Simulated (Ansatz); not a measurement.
IrO₂ (rutile)

```xyz
6
Lattice="4.4718 0.0000 0.0000 0.0000 4.4718 0.0000 0.0000 0.0000 3.1536" Properties=species:S:1:pos:R:3 pbc="T T T"
Ir     0.0000     0.0000     0.0000
Ir     2.2359     2.2359     1.5768
O      1.3809     1.3809     0.0000
O      3.6168     0.8550     1.5768
O      0.8550     3.6168     1.5768
O      3.0909     3.0909     0.0000
```

This relaxed cell (volume V₀) is scaled evenly in all directions, its shape held. The atoms relax within the cell's symmetry.

Computed with PBEsol (plane waves to 420 eV, PAW, scalar-relativistic; Ansatz, a first-principles code). k mesh 11×11×15 (Γ-centred), Fermi-Dirac smearing 0.05 eV. Energies are smeared free energies. With the shape held, the modulus is that of even scaling; a crystal free to change shape is softer. IrO2 is run without spin polarisation and with no Hubbard U. IrO2 was relaxed with its symmetry unable to fall. Spin-orbit coupling is left out, though Ir is heavy. ΔE is measured from the relaxed starting cell. The last digit holds for this mesh only.

```tsv
V (Å³/atom)	ΔE (meV/atom)
9.459	123.1
9.635	82.5
9.810	51.0
9.985	27.7
10.160	11.9
10.335	2.9
10.511	0.0
10.686	2.7
10.861	10.5
11.036	22.8
11.211	39.4
11.386	59.7
11.562	83.4
```

What is the fitted pressure derivative B₀′?

4.8.

What bulk modulus at fixed cell shape B₀ follows from a third-order Birch-Murnaghan fit?

306 GPa. Check by three points about V = 10.511 Å³/atom, step 0.350: d²E/dV² ≈ (12 − 2·0 + 10) meV / 0.350² = 0.179 eV/Å⁶, and V·d²E/dV² × 160.2 = 302 GPa.

(Under strain, the slope of the energy per volume gives the stress and its curvature an elastic modulus.)
